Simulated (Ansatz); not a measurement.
Relaxed-ion elastic tensor of SiC (4H polytype, P6_3mc) in GPa (Voigt order), plane-wave PAW r²SCAN (Ansatz code); density 3.22 g/cm³, 10.33 Å³ per atom.

|  | 1 | 2 | 3 | 4 | 5 | 6 |
|---|---|---|---|---|---|---|
| 1 | 526 | 110 | 51.2 | 0.0 | 0.0 | 0.0 |
| 2 | 110 | 526 | 51.2 | 0.0 | 0.0 | 0.0 |
| 3 | 51.2 | 51.2 | 575 | 0.0 | 0.0 | 0.0 |
| 4 | 0.0 | 0.0 | 0.0 | 172 | 0.0 | 0.0 |
| 5 | 0.0 | 0.0 | 0.0 | 0.0 | 172 | 0.0 |
| 6 | 0.0 | 0.0 | 0.0 | 0.0 | 0.0 | 208 |

Q: Is the crystal mechanically stable?

A: Yes: the smallest eigenvalue of C is 172 GPa.

Q: Work out the Voigt, Reuss and Hill averages.

A: K_V = 228, K_R = 228, K_H = 228; G_V = 205, G_R = 200, G_H = 202 GPa.

Q: Give Young's modulus, Poisson's ratio, Pugh's ratio and the universal anisotropy index.

A: E = 9KG/(3K + G) = 468 GPa; ν = 0.16; K/G = 1.13 (brittle by the Pugh limit of 1.75); A_U = 5G_V/G_R + K_V/K_R − 6 = 0.13.

Q: Estimate the sound speeds and the Debye temperature.

A: v_l = √((K + 4G/3)/ρ) = 12400 m/s, v_t = √(G/ρ) = 7920 m/s, mean 8710 m/s; Θ = (h/k)(3n/4πV)^(1/3) v_m = 1190 K.

Q: Solve the Christoffel equation for the three sound speeds along x, y, z.

A: Eigenvalues of C_ijkl n_j n_l equal ρv² (piezoelectric stiffening left out). In km/s, slowest first: x 7.31, 8.04, 12.78; y 7.31, 8.04, 12.78; z 7.31, 7.31, 13.36.

Q: How much does each axis shrink under pressure?

A: Linear compressibilities β_i = Σ_j S_ij (j = 1 to 3): x 1.5, y 1.5, z 1.5 per TPa.

The cell was relaxed with r²SCAN under the symmetry of its start; phonons on a q-mesh show no instability.

Potentials: the earlier of the program's two PAW sets.
